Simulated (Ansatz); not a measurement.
Geometry optimisation in Ansatz: input, command and trajectory.

```yaml
crystal:
  lattice:
    - [3.1582285983, 1.8234041314, 5.748450322]
    - [-3.1582285983, 1.8234041314, 5.748450322]
    - [0.0, -3.6468082629, 5.748450322]
  atoms:
    - { symbol: Ga, position: [0.85218, 0.85218, 0.85218] }
    - { symbol: Ga, position: [0.64782, 0.64782, 0.64782] }
    - { symbol: Ga, position: [0.14782, 0.14782, 0.14782] }
    - { symbol: Ga, position: [0.35218, 0.35218, 0.35218] }
    - { symbol: As, position: [0.05625, 0.44375, 0.75] }
    - { symbol: As, position: [0.75, 0.05625, 0.44375] }
    - { symbol: As, position: [0.44375, 0.75, 0.05625] }
    - { symbol: As, position: [0.94375, 0.55625, 0.25] }
    - { symbol: As, position: [0.25, 0.94375, 0.55625] }
    - { symbol: As, position: [0.55625, 0.25, 0.94375] }
basis:
  ecutwfc: 420
kpoints:
  mp_grid: { grid: [3, 3, 3] }
hamiltonian:
  xc: pbe
scf:
  occupations: { method: gaussian, width: 0.1 }
  lower_state_search: "off"
output:
  forces: true
  stress: true
  eigenvalues: true
relax:
  adjacent_minimum: "off"
  f_tol: 0.04
  max_steps: 70
  cell: { stress_tol: 0.4 }
```

```bash
ansatz run input.yaml --threads 1 --pin off --max-ram 2560MiB --backend cpu --events-out ev --progress --plain --runs-dir out
```

These are results of DFT PBE, scalar-relativistic, plane waves, PAW in Ansatz 0.2.0, not measurements.

Of 7 frames 7 are shown, positions in Å and forces in eV/Å; the SCF threshold varies from step to step. Steps run on the plane waves of an earlier cell, with a Pulay correction in the pressure. The basis is chosen afresh for the last frame, the zero of the energies, and at times for earlier ones too; energy and pressure step there, also at an unchanged geometry. Here that happened at step 7 (-3 meV/atom, 0.2 GPa); the frames before carry an error of that size.

```xyz
10
Lattice="3.1582 1.8234 5.7485 -3.1582 1.8234 5.7485 0.0000 -3.6468 5.7485" Properties=species:S:1:pos:R:3:forces:R:3 pbc="T T T" step=1 free_energy_over_end_meV_per_atom=123.59 pressure_GPa=8.01
Ga    0.0000    0.0000   14.6961    0.0000    0.0000   -0.0036
Ga    0.0000    0.0000   11.1719    0.0000    0.0000    0.0036
Ga    0.0000    0.0000    2.5492    0.0000    0.0000    0.0036
Ga    0.0000    0.0000    6.0735    0.0000    0.0000   -0.0036
As   -1.2238   -1.8234    7.1856   -0.3733    0.0000    0.0000
As    2.1910   -0.1482    7.1856    0.1866   -0.3232    0.0000
As   -0.9672    1.9716    7.1856    0.1866    0.3232    0.0000
As    1.2238    1.8234   10.0598    0.3733    0.0000    0.0000
As   -2.1910    0.1482   10.0598   -0.1866    0.3232    0.0000
As    0.9672   -1.9716   10.0598   -0.1866   -0.3232    0.0000
10
Lattice="3.2267 1.8630 6.0315 -3.2267 1.8630 6.0315 0.0000 -3.7259 6.0315" Properties=species:S:1:pos:R:3:forces:R:3 pbc="T T T" step=2 free_energy_over_end_meV_per_atom=56.98 pressure_GPa=0.70
Ga    0.0000    0.0000   15.4795    0.0000    0.0000   -0.0934
Ga    0.0000    0.0000   11.6625    0.0000    0.0000    0.0934
Ga    0.0000    0.0000    2.6151    0.0000    0.0000    0.0934
Ga    0.0000    0.0000    6.4322    0.0000    0.0000   -0.0934
As   -1.3236   -1.8630    7.5394   -0.4520    0.0000    0.0000
As    2.2752   -0.2148    7.5394    0.2260   -0.3914    0.0000
As   -0.9516    2.0777    7.5394    0.2260    0.3914    0.0000
As    1.3236    1.8630   10.5552    0.4520    0.0000    0.0000
As   -2.2752    0.2148   10.5552   -0.2260    0.3914    0.0000
As    0.9516   -2.0777   10.5552   -0.2260   -0.3914    0.0000
10
Lattice="3.1968 1.8456 6.2739 -3.1968 1.8456 6.2739 0.0000 -3.6913 6.2739" Properties=species:S:1:pos:R:3:forces:R:3 pbc="T T T" step=3 free_energy_over_end_meV_per_atom=12.57 pressure_GPa=0.42
Ga    0.0000    0.0000   16.2565    0.0000    0.0000   -0.2076
Ga    0.0000    0.0000   11.9761    0.0000    0.0000    0.2076
Ga    0.0000    0.0000    2.5652    0.0000    0.0000    0.2076
Ga    0.0000    0.0000    6.8456    0.0000    0.0000   -0.2076
As   -1.5102   -1.8456    7.8424   -0.2538    0.0000    0.0000
As    2.3535   -0.3851    7.8424    0.1269   -0.2198    0.0000
As   -0.8433    2.2307    7.8424    0.1269    0.2198    0.0000
As    1.5102    1.8456   10.9793    0.2538    0.0000    0.0000
As   -2.3535    0.3851   10.9793   -0.1269    0.2198    0.0000
As    0.8433   -2.2307   10.9793   -0.1269   -0.2198    0.0000
10
Lattice="3.1552 1.8216 6.5541 -3.1552 1.8216 6.5541 0.0000 -3.6433 6.5541" Properties=species:S:1:pos:R:3:forces:R:3 pbc="T T T" step=4 free_energy_over_end_meV_per_atom=9.83 pressure_GPa=1.35
Ga    0.0000    0.0000   17.0012    0.0000    0.0000   -0.1711
Ga    0.0000    0.0000   12.4922    0.0000    0.0000    0.1711
Ga    0.0000    0.0000    2.6611    0.0000    0.0000    0.1711
Ga    0.0000    0.0000    7.1701    0.0000    0.0000   -0.1711
As   -1.5924   -1.8216    8.1926    0.1932    0.0000    0.0000
As    2.3738   -0.4682    8.1926   -0.0966    0.1673    0.0000
As   -0.7814    2.2898    8.1926   -0.0966   -0.1673    0.0000
As    1.5924    1.8216   11.4697   -0.1932    0.0000    0.0000
As   -2.3738    0.4682   11.4697    0.0966   -0.1673    0.0000
As    0.7814   -2.2898   11.4697    0.0966    0.1673    0.0000
10
Lattice="3.2011 1.8481 6.6382 -3.2011 1.8481 6.6382 0.0000 -3.6963 6.6382" Properties=species:S:1:pos:R:3:forces:R:3 pbc="T T T" step=5 free_energy_over_end_meV_per_atom=5.86 pressure_GPa=-1.41
Ga    0.0000    0.0000   17.1071    0.0000    0.0000    0.0227
Ga    0.0000    0.0000   12.7647    0.0000    0.0000   -0.0227
Ga    0.0000    0.0000    2.8074    0.0000    0.0000   -0.0227
Ga    0.0000    0.0000    7.1498    0.0000    0.0000    0.0227
As   -1.5756   -1.8481    8.2977   -0.0554    0.0000    0.0000
As    2.3884   -0.4405    8.2977    0.0277   -0.0480    0.0000
As   -0.8127    2.2886    8.2977    0.0277    0.0480    0.0000
As    1.5756    1.8481   11.6168    0.0554    0.0000    0.0000
As   -2.3884    0.4405   11.6168   -0.0277    0.0480    0.0000
As    0.8127   -2.2886   11.6168   -0.0277   -0.0480    0.0000
10
Lattice="3.1787 1.8352 6.5623 -3.1787 1.8352 6.5623 0.0000 -3.6704 6.5623" Properties=species:S:1:pos:R:3:forces:R:3 pbc="T T T" step=6 free_energy_over_end_meV_per_atom=2.81 pressure_GPa=-0.21
Ga    0.0000    0.0000   16.9388    0.0000    0.0000   -0.0207
Ga    0.0000    0.0000   12.5917    0.0000    0.0000    0.0207
Ga    0.0000    0.0000    2.7482    0.0000    0.0000    0.0207
Ga    0.0000    0.0000    7.0953    0.0000    0.0000   -0.0207
As   -1.5610   -1.8352    8.2029    0.0016    0.0000    0.0000
As    2.3698   -0.4342    8.2029   -0.0008    0.0014    0.0000
As   -0.8088    2.2694    8.2029   -0.0008   -0.0014    0.0000
As    1.5610    1.8352   11.4841   -0.0016    0.0000    0.0000
As   -2.3698    0.4342   11.4841    0.0008   -0.0014    0.0000
As    0.8088   -2.2694   11.4841    0.0008    0.0014    0.0000
10
Lattice="3.1787 1.8352 6.5623 -3.1787 1.8352 6.5623 0.0000 -3.6704 6.5623" Properties=species:S:1:pos:R:3:forces:R:3 pbc="T T T" step=7 free_energy_over_end_meV_per_atom=0.00 pressure_GPa=-0.01
Ga    0.0000    0.0000   16.9388    0.0000    0.0000   -0.0231
Ga    0.0000    0.0000   12.5917    0.0000    0.0000    0.0231
Ga    0.0000    0.0000    2.7482    0.0000    0.0000    0.0231
Ga    0.0000    0.0000    7.0953    0.0000    0.0000   -0.0231
As   -1.5610   -1.8352    8.2029    0.0007    0.0000    0.0000
As    2.3698   -0.4342    8.2029   -0.0003    0.0006    0.0000
As   -0.8088    2.2694    8.2029   -0.0003   -0.0006    0.0000
As    1.5610    1.8352   11.4841   -0.0007    0.0000    0.0000
As   -2.3698    0.4342   11.4841    0.0003   -0.0006    0.0000
As    0.8088   -2.2694   11.4841    0.0003    0.0006    0.0000
```

The start puts this composition into another compound's structure type, which needn't suit it. At the end the space group is R-3c (tolerance 0.05 Å).

Time: 31 s on 1 thread of Intel(R) Xeon(R) 6975P-C (Granite Rapids), on a shared host, peak memory 0.61 GiB.

The k mesh is coarse.